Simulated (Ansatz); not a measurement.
Q: Hg (simple rhombohedral, R-3m) is relaxed with DFT-r²SCAN in the program Ansatz with PAW potentials. What lattice parameters of the conventional cell result?

A: a = 3.746 Å, c = 6.524 Å.

The r²SCAN relaxation kept the symmetry of its start. The substance is a gas or liquid at ambient conditions; this is its low-temperature solid. Axis ratios of metals converge slowly with the k-mesh, so a and c are less sure than the volume. Spin–orbit coupling is left out wherever it is not named.

Potentials: the later of the program's two PAW sets.
